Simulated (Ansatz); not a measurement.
# TiO₂ under strain: 47Ti NMR of the central transition

Cell: a COD entry, relaxed with PBE at fixed cell and then changed (z stretched by 1 %, ions relaxed).

```
Ti O
1.0
    -1.89210    1.89210    4.80487
     1.89210   -1.89210    4.80487
     1.89210    1.89210   -4.80487
Ti O
2 4
Direct
  0.00000 0.00000 0.00000
  0.75000 0.25000 0.50000
  0.20755 0.20755 0.00000
  0.95755 0.45755 0.50000
  0.54245 0.04245 0.50000
  0.79245 0.79245 0.00000
```

Sites (sets of like atoms) are named by element and the number of their first atom in this list.

Computed with Ansatz: DFT, PBE, plane waves and PAW, scalar-relativistic, 420 eV cutoff, Γ-centred 11×11×11 k-points, Fermi–Dirac smearing 0.02 eV.

47Ti has I = 5/2 and Q = 302.0 mb (Pyykkö 2018); at 21.1 T its Larmor frequency is ν₀ = 50.7 MHz. Only the quadrupole interaction is simulated: positions count from each site's isotropic chemical shift, and J coupling is left out, as are shift anisotropy and dipolar coupling, which fast spinning averages.

Simulated pattern of one Ti site (fast magic-angle spinning, Gaussian broadening 1 kHz):

offset (kHz), height and a bar:
```
   -30.32          0 
   -29.13          4 #
   -27.93          6 ##
   -26.73          6 ##
   -25.54          6 ##
   -24.34          6 ##
   -23.14          7 ##
   -21.95          7 ##
   -20.75          7 ##
   -19.56         10 ###
   -18.36         76 #######################
   -17.16         74 ######################
   -15.97         53 ################
   -14.77         47 ##############
   -13.57         44 #############
   -12.38         43 #############
   -11.18         43 #############
    -9.98         44 #############
    -8.79         47 ##############
    -7.59         53 ################
    -6.39         64 ###################
    -5.20        100 ##############################
    -4.00         82 #########################
    -2.80          2
```

Q: Which |C_Q| and η does the pattern imply?

A: The pattern spans 25.1 kHz before broadening and its centre of gravity is at -11.7 kHz, which fixes P_Q; the places of the horns and steps fix η. That gives P_Q = 9.96 MHz, |C_Q| = 9.96 MHz and η = 0.00. The sign of C_Q can't be read from the pattern.

An axis of threefold or higher order runs through Ti, so V_zz lies along it and η is zero.

The relaxation (4 steps) took 44 s of wall time (44 s of CPU time) and 0.52 GiB at its peak, on 1 thread of Arm Neoverse V1 (aarch64; 8 cores open to the job, memory cap 3.0 GiB, no GPU), a shared host with a load of 0.7 a core.
